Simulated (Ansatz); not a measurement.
Si2Ge, ordered on the diamond lattice (P3m1) with 6 atoms a cell, relaxed with r2SCAN. Si is surrounded by 3 Si at 2.38 Å and 1 Ge at 2.41 Å; Si is surrounded by 1 Si at 2.35 Å and 3 Ge at 2.39 Å; Si is surrounded by 4 Ge at 2.39–2.40 Å; Si is surrounded by 4 Si at 2.35–2.38 Å; Ge is surrounded by 4 Si at 2.39–2.40 Å; Ge is surrounded by 4 Si at 2.39–2.41 Å.

Space group P3m1 (No. 156). a = 3.897 Å, b = 3.897 Å, c = 9.543 Å, α = 90.00°, β = 90.00°, γ = 120.00°
```
atom  site  symmetry       x       y       z
  Si    1a       3m.  0.0000  0.0000  0.9966
  Si    1c       3m.  0.6667  0.3333  0.6699
  Si    1b       3m.  0.3333  0.6667  0.3335
  Si    1c       3m.  0.6667  0.3333  0.9166
  Ge    1b       3m.  0.3333  0.6667  0.5848
  Ge    1a       3m.  0.0000  0.0000  0.2487
```

3 runs of the plane-wave code Ansatz on this cell differ in the functional (and in the settings that go with it). Levels are in eV from each run's valence top; v1 is the last filled band, c1 the first empty one.

Run A, mean stress 0.0 GPa (compression positive):
```tsv
point	v4	v3	v2	v1	c1	c2
Γ	-1.05	-0.03	0.00	0.00	1.55	1.65
M	-3.04	-2.98	-2.02	-1.92	0.83	1.01
K	-4.60	-2.37	-2.33	-2.28	1.67	1.67
A	-0.60	-0.60	-0.42	-0.42	1.39	2.23
L	-2.87	-2.73	-1.37	-1.37	1.12	1.36
H	-4.19	-2.98	-2.94	-2.94	3.49	3.51
```

Run B, mean stress -0.1 GPa (compression positive):
```tsv
point	v4	v3	v2	v1	c1	c2
Γ	-1.09	-0.02	0.00	0.00	2.56	2.65
M	-3.21	-3.15	-2.13	-2.01	1.81	1.99
K	-4.92	-2.51	-2.44	-2.39	2.69	2.70
A	-0.63	-0.63	-0.42	-0.42	2.37	3.28
L	-3.04	-2.89	-1.43	-1.43	2.13	2.35
H	-4.48	-3.17	-3.10	-3.10	4.61	4.65
```

Run C, mean stress +0.1 GPa (compression positive):
```tsv
point	v4	v3	v2	v1	c1	c2
Γ	-1.06	-0.03	0.00	0.00	1.92	2.02
M	-3.15	-3.09	-2.09	-1.97	1.17	1.34
K	-4.82	-2.46	-2.40	-2.35	2.05	2.06
A	-0.61	-0.61	-0.41	-0.41	1.74	2.64
L	-2.98	-2.83	-1.41	-1.41	1.48	1.72
H	-4.39	-3.10	-3.04	-3.04	3.93	3.98
```

**Question.** Match the runs to r2SCAN, HSE06, PBE0.

**Answer.** A is r2SCAN, B is PBE0, C is HSE06. In order of the gap: r2SCAN 0.74, HSE06 1.08, PBE0 1.71 eV.

These are computed values for a spin-unpolarised cell that may be hypothetical; none is a measurement.

The runs are scalar-relativistic, without spin-orbit coupling.

The program warns that its thresholds are loose for a hybrid's stress.

The meshes of the hybrids are coarse, so their gaps aren't converged to the digits shown.
